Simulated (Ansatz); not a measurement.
**Ti: stiffness from a series of strains**

```yaml
crystal:
  lattice:
    - [-1.64100, 1.64100, 1.64100]
    - [1.64100, -1.64100, 1.64100]
    - [1.64100, 1.64100, -1.64100]
  atoms:
    - { symbol: Ti, position: [0.00000, 0.00000, 0.00000] }
```

Conventional cell: a = 3.282 Å, b = 3.282 Å, c = 3.282 Å, α = 90.00°, β = 90.00°, γ = 90.00°. Ti (atom 1) has 8 Ti at 2.84 Å as nearest neighbours.

The geometry is COD entry 9012924, unchecked; take it as a test cell.

Theory: Ansatz 0.2.0, DFT, PBEsol, all-electron LAPW, scalar-relativistic.

Numerical set-up: a Γ-centred 14×14×14 k mesh, Fermi–Dirac smearing of 0.05 eV, basis error target 0.25 meV/atom, no spin polarisation.

The strain is applied along the Cartesian axes of the cell as listed (γ is the engineering shear, twice εxy = εyz = εzx). Fractional coordinates are held (clamped ions).

σ is the change of stress from the unstrained cell, which is at -6.66 GPa; tension is positive, so slopes are stress–strain coefficients at that pressure. In a metal the k mesh adds noise.

Only quantities that a quadratic follows smoothly over the whole series are listed; rougher ones are left out.

```csv
γ,σxy (GPa)
-0.0300,-0.86
-0.0200,-0.63
-0.0100,-0.34
0.0000,0.00
0.0100,0.38
0.0300,1.26
```

Problem. Fit the series and read off the stiffness at zero strain.

Solution. Least-squares fits y = p0 + p1 x + p2 x² to the rows give σxy (GPa): p1 = 35.5, p2 = 220. So C44 (clamped ions) = 35 GPa.

Problem. One run, at γ = 0.0200, is withheld. Predict its row.

Solution. The fits give 0.80; the run gave 0.80.
